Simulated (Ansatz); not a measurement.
Guessed and relaxed cells of GaAs4

A trial structure of GaAs4 was built thus: random cell by space group and Wyckoff sites (P6/mmm, No. 191). The dimensions are guesses.

POSCAR.start

```
Ga As
1.0
     4.50242    0.00000    0.00000
    -2.25121    3.89921    0.00000
     0.00000    0.00000    6.82303
Ga As
1 4
Direct
  0.00000 0.00000 0.50000
  0.50000 0.00000 0.00000
  0.00000 0.50000 0.00000
  0.50000 0.50000 0.00000
  0.00000 0.00000 0.00000
```

Level of theory: DFT PBE, scalar-relativistic, plane waves, PAW in Ansatz. Cutoff 420 eV, Gaussian smearing, Γ-centred meshes. Cell and atoms relax first on a coarse mesh and then on a finer one. In between, the cell is made exact in the group found at 0.06 Å. In metals the finer mesh still leaves noise of several meV/atom or more. The steps can't lower the symmetry of their start. No spin polarisation.

POSCAR.end

```
Ga As
1.0
     5.61371    0.00000    0.00000
    -2.80685    4.86161    0.00000
     0.00000    0.00000    5.15519
Ga As
1 4
Direct
  0.00000 0.00000 0.50000
  0.50000 0.00000 0.00000
  0.00000 0.50000 0.00000
  0.50000 0.50000 0.00000
  0.00000 0.00000 0.00000
```

The symmetry stays P6/mmm (No. 191). The volume per atom grows by 17.5 %, from 24.0 to 28.1 Å³. The shortest distance goes from 2.25 Å (As–As) to 2.58 Å (Ga–As). The ratio c/a of the conventional cell changes by a factor of 0.61. The energy falls by about 2.1 eV/atom (the start's value is from the coarse mesh).

```
Volume per atom                            : 28.14 Å³
Density                                    : 4.36 g/cm³
Formation energy                           : +0.61 eV/atom
Gap on the 12×12×8 mesh of the 5-atom cell : 0 eV (a metal)
```

The zero of energy is the elements' standard structures at the same level; no fitted shifts are applied. It can't be a ground state, since the elements alone are lower.

The last run used Gaussian smearing of 0.10 eV. An odd number of electrons in the primitive cell allows no gap without spin; a larger cell or a magnetic state could open one. The cell is a metal run without spin; a magnetic state may lie lower. The reference form of As is held partly by dispersion forces, which this level lacks. Symmetry constrained the relaxation, so the result can be a saddle point. In all, the 3 runs took 11 min on 1 thread of Intel(R) Xeon(R) Processor @ 2.50GHz (Skylake/Cascade Lake), on a shared host. Another cell of GaAs4 relaxed alike, in P4/mmm, lies 0.38 eV/atom lower, so this cell isn't the stable form at this level.
